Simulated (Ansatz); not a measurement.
Input:

ZrPbO₃:
```yaml
crystal:
  lattice:
    - [4.14129, 0.00000, 0.00000]
    - [0.00000, 4.14129, 0.00000]
    - [0.00000, 0.00000, 4.14129]
  atoms:
    - { symbol: Zr, position: [0.00000, 0.00000, 0.00000] }
    - { symbol: Pb, position: [0.50000, 0.50000, 0.50000] }
    - { symbol: O, position: [0.50000, 0.00000, 0.00000] }
    - { symbol: O, position: [0.00000, 0.50000, 0.00000] }
    - { symbol: O, position: [0.00000, 0.00000, 0.50000] }
```

This is the PBEsol-relaxed structure.

Q: All from PBEsol in the plane-wave PAW code Ansatz, unless another level is named. Predict the hole effective mass with spin–orbit coupling.

A: 0.23, 0.77, 0.77 mₑ (principal values).

Q: What about the band gap?

A: 2.34 eV (smallest direct gap 2.36 eV).

Q: Give the conduction-band minimum.

A: at X (3 equivalent valleys).

Space group Pm-3m (cubic perovskite). The workflow started from a Materials Project entry (that database holds measured and hypothetical structures alike); the Crystallography Open Database copy checked does not list it. COD files the formula under space group No. 38, 55, so this cell is another polymorph or a model. Whether it is the stable phase at ambient conditions was not checked. The cell was relaxed with PBEsol under the symmetry of its start. At this level the phase is dynamically unstable (imaginary phonons). No spin polarisation was allowed. Scalar-relativistic: spin–orbit coupling is off unless named, which matters more the heavier the elements.

Potentials: the later of the program's two PAW sets.
